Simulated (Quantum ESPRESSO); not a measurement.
# Ga3GeN3C: a curve over strain

A calculation, not a measurement. The program is pw.x of Quantum ESPRESSO 7.5 (plane-wave density functional theory). The cell is made up: 8 atoms on a zincblende/diamond lattice, with randomly drawn elements, strain and displacements, not relaxed. PseudoDojo standard norm-conserving files (v0.5 for PBE, v0.4.1 for LDA and PBEsol) set the functional; there is no spin polarisation, spin-orbit coupling or dispersion term, and the masses in the input are unused placeholders.

Seven runs add a strain to one cell (along z); the atoms follow the cell and are not relaxed. Stress in the table is positive in tension.

Input of the run at +0.0050:

```
&control calculation='scf', pseudo_dir='./dojo.nc.sr.pbe.v0_5.standard.upf', outdir='./o', disk_io='medium', tprnfor=.true., tstress=.true. /
&system ibrav=0, nat=8, ntyp=4, nbnd=42, ecutwfc=84.00895049, nosym=.true., tot_charge=0,
 occupations='smearing', smearing='fd', degauss=0.0018374661
/
&electrons conv_thr=7.350e-09, electron_maxstep=60, /
ATOMIC_SPECIES
C 1.0 C.upf
Ga 1.0 Ga.upf
Ge 1.0 Ge.upf
N 1.0 N.upf
CELL_PARAMETERS angstrom
4.4705 -0.0337 -0.0074
-0.0337 4.4371 -0.0201
-0.0074 -0.02 4.5735
ATOMIC_POSITIONS angstrom
Ga 0.0109 -0.112 0.0989
Ga -0.0666 2.2379 2.298
Ge 2.2107 -0.0463 2.3351
Ga 2.2437 2.2607 -0.0659
N 1.0062 0.9929 1.1566
C 1.0462 3.2064 3.3805
N 3.3356 1.1547 3.3524
N 3.3206 3.3236 1.1593
K_POINTS automatic
4 4 4 1 1 1
```

| added strain | free energy less that of the input shown (eV) | stress xx (GPa) | stress yy (GPa) | stress zz (GPa) | stress xy (GPa) | pressure (GPa) | next band up at Gamma (eV) | iterations |
| --- | --- | --- | --- | --- | --- | --- | --- | --- |
| -0.0215 | 0.2364 | -19.44 | -19.53 | -20.15 | -7.38 | 19.70 | 1.616 | 12 |
| -0.0163 | 0.1798 | -18.39 | -18.48 | -18.43 | -7.24 | 18.43 | 1.584 | 11 |
| -0.0134 | 0.1507 | -17.82 | -17.91 | -17.48 | -7.17 | 17.73 | 1.565 | 12 |
| +0.0050 | 0.0000 | -14.44 | -14.54 | -11.54 | -6.68 | 13.51 | 1.443 | 11 |
| +0.0097 | -0.0286 | -13.64 | -13.75 | -10.06 | -6.56 | 12.49 | 1.411 | 11 |
| +0.0179 | -0.0691 | -12.32 | -12.43 | -7.50 | -6.36 | 10.75 | 1.354 | 11 |
| +0.0203 | -0.0790 | -11.94 | -12.06 | -6.76 | -6.29 | 10.25 | 1.338 | 11 |

A cubic fit gives a slope of stress zz against the added strain of 320 GPa at zero added strain, with the atoms clamped. Across the table the free energy follows the integral of the stress to within 0.6 meV. A rerun of one of the cells at 1437 eV and a 6 x 6 x 6 mesh moved values by no more than 0.005 eV in energy, 0.02 GPa in stress and 0.002 eV/Å in force. The band column is the level of band 37 at Gamma less that of band 36, whose number is half the electron count, rounded up; it comes from a band step after each run.